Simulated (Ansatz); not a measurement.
LiAg3:
```cif
data_Ag3Li
_chemical_formula_sum 'Li1 Ag3'
_space_group_name_H-M_alt 'P 1'
_space_group_IT_number 1
_cell_length_a 4.96899
_cell_length_b 4.96899
_cell_length_c 4.96899
_cell_angle_alpha 132.093
_cell_angle_beta 132.093
_cell_angle_gamma 70.082
loop_
_space_group_symop_operation_xyz
  'x, y, z'
loop_
_atom_site_label
_atom_site_type_symbol
_atom_site_fract_x
_atom_site_fract_y
_atom_site_fract_z
_atom_site_occupancy
Li1 Li 0.00000 0.00000 0.00000 1
Ag1 Ag 0.75000 0.25000 0.50000 1
Ag2 Ag 0.25000 0.75000 0.50000 1
Ag3 Ag 0.50000 0.50000 0.00000 1
```

Relaxed with r²SCAN.

Task: Which orbitals make up the states near the Fermi level in DFT-r²SCAN in the program Ansatz with PAW potentials?

Result: Within 0.5 eV of the Fermi level: Ag 5s 44 %, Li 2s 14 %, Ag 4d 10 %, outside the projected shells 31 %. Projections are on Löwdin-orthogonalised atomic valence shells; empty p or d shells of many metals are not among them.

Task: Tabulate the density of states.

Result: States/eV per cell of 4 atoms, in 0.25 eV bins, energy from the Fermi level.

| E (eV) | total | Ag 4d | Ag 5s | Li 2s |
|---|---|---|---|---|
| -7.45 | 0.00 | 0.00 | 0.00 | 0.00 |
| -7.20 | 0.16 | 0.01 | 0.11 | 0.03 |
| -6.95 | 0.34 | 0.05 | 0.22 | 0.06 |
| -6.70 | 0.69 | 0.27 | 0.34 | 0.07 |
| -6.45 | 1.64 | 1.06 | 0.49 | 0.07 |
| -6.20 | 8.17 | 7.04 | 0.95 | 0.15 |
| -5.95 | 13.12 | 11.84 | 1.09 | 0.14 |
| -5.70 | 13.04 | 12.09 | 0.75 | 0.13 |
| -5.45 | 9.17 | 8.58 | 0.39 | 0.14 |
| -5.20 | 9.35 | 8.82 | 0.35 | 0.12 |
| -4.95 | 8.88 | 8.41 | 0.30 | 0.10 |
| -4.70 | 10.45 | 9.87 | 0.40 | 0.09 |
| -4.45 | 11.86 | 11.38 | 0.34 | 0.07 |
| -4.20 | 12.22 | 11.80 | 0.32 | 0.05 |
| -3.95 | 9.11 | 8.80 | 0.21 | 0.05 |
| -3.70 | 6.70 | 6.40 | 0.18 | 0.08 |
| -3.45 | 8.01 | 7.69 | 0.22 | 0.08 |
| -3.20 | 2.29 | 1.87 | 0.31 | 0.09 |
| -2.95 | 1.00 | 0.53 | 0.35 | 0.09 |
| -2.70 | 0.76 | 0.31 | 0.36 | 0.07 |
| -2.45 | 0.87 | 0.32 | 0.45 | 0.06 |
| -2.20 | 0.90 | 0.27 | 0.51 | 0.08 |
| -1.95 | 0.86 | 0.22 | 0.51 | 0.08 |
| -1.70 | 0.81 | 0.18 | 0.50 | 0.07 |
| -1.45 | 0.77 | 0.15 | 0.47 | 0.08 |
| -1.20 | 0.74 | 0.13 | 0.43 | 0.11 |
| -0.95 | 0.82 | 0.12 | 0.44 | 0.14 |
| -0.70 | 0.89 | 0.12 | 0.45 | 0.16 |
| -0.45 | 0.94 | 0.12 | 0.46 | 0.15 |
| -0.20 | 1.09 | 0.13 | 0.51 | 0.14 |
| 0.05 | 1.10 | 0.11 | 0.48 | 0.15 |
| 0.30 | 1.08 | 0.10 | 0.45 | 0.15 |
| 0.55 | 1.07 | 0.09 | 0.42 | 0.14 |
| 0.80 | 1.05 | 0.08 | 0.40 | 0.14 |
| 1.05 | 1.04 | 0.07 | 0.37 | 0.14 |
| 1.30 | 1.03 | 0.06 | 0.34 | 0.13 |
| 1.55 | 1.03 | 0.05 | 0.31 | 0.13 |
| 1.80 | 1.07 | 0.05 | 0.27 | 0.13 |
| 2.05 | 1.08 | 0.04 | 0.24 | 0.13 |
| 2.30 | 0.89 | 0.03 | 0.18 | 0.10 |
| 2.55 | 0.76 | 0.03 | 0.14 | 0.07 |
| 2.80 | 0.82 | 0.03 | 0.16 | 0.06 |
| 3.05 | 0.85 | 0.03 | 0.18 | 0.05 |
| 3.30 | 0.92 | 0.03 | 0.22 | 0.04 |
| 3.55 | 0.86 | 0.03 | 0.22 | 0.03 |
| 3.80 | 1.04 | 0.04 | 0.37 | 0.04 |
| 4.05 | 1.15 | 0.05 | 0.42 | 0.06 |
| 4.30 | 0.90 | 0.03 | 0.29 | 0.04 |
| 4.55 | 0.88 | 0.03 | 0.29 | 0.05 |
| 4.80 | 1.03 | 0.03 | 0.32 | 0.08 |

Space group I4/mmm. The workflow started from a Materials Project entry (that database holds measured and hypothetical structures alike); the Crystallography Open Database copy checked does not list it. With Li and Ag taken as one species the cell has the higher symmetry Fm-3m, so it may be an ordered model of a mixed-site phase. Its standing as an ambient phase is unchecked. The cell was relaxed with r²SCAN under the symmetry of its start; its stability against distortions is not shown here. No spin polarisation was allowed. Scalar-relativistic: spin–orbit coupling is off unless named, which matters more the heavier the elements.

Potentials: the later of the program's two PAW sets.
